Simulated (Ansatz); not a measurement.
A geometry of InSe away from equilibrium: step 2 of the relaxation of a generated cell, InSe built in the beta-GaS structure type. Method: PBEsol (plane waves to 420 eV, PAW, scalar-relativistic; Ansatz, a quantum-chemistry and plane-wave program). Γ-centred k-mesh 6×6×2 on the run's cell (coarser than for final values), Fermi–Dirac smearing 0.05 eV. The plane waves were selected for a different cell earlier on the path.

```yaml
crystal:
  lattice:
    - [4.01129, 0.00000, 0.00000]
    - [-2.00564, 3.47388, 0.00000]
    - [0.00000, 0.00000, 17.72220]
  atoms:
    - { symbol: In, position: [0.33333, 0.66667, 0.17429] }
    - { symbol: In, position: [0.66667, 0.33333, 0.67429] }
    - { symbol: In, position: [0.66667, 0.33333, 0.82571] }
    - { symbol: In, position: [0.33333, 0.66667, 0.32571] }
    - { symbol: Se, position: [0.33333, 0.66667, 0.60639] }
    - { symbol: Se, position: [0.66667, 0.33333, 0.10639] }
    - { symbol: Se, position: [0.66667, 0.33333, 0.39361] }
    - { symbol: Se, position: [0.33333, 0.66667, 0.89361] }
```

Problem. What forces act on the atoms (eV/Å)?

Solution. 
```
atom    Fx    Fy     Fz
----  ----  ----  -----
In1   0.00  0.00  -0.10
In2   0.00  0.00  -0.10
In3   0.00  0.00   0.10
In4   0.00  0.00   0.10
Se5   0.00  0.00  -0.52
Se6   0.00  0.00  -0.52
Se7   0.00  0.00   0.52
Se8   0.00  0.00   0.52
```

The path ends in P6₃/mmc (No. 194). No spin polarisation in the result. Without a van der Waals term the distances between weakly bound units are poorly fixed.

The run could not lose the symmetry of its start; a randomly shaken copy of 8 atoms returns to this structure.
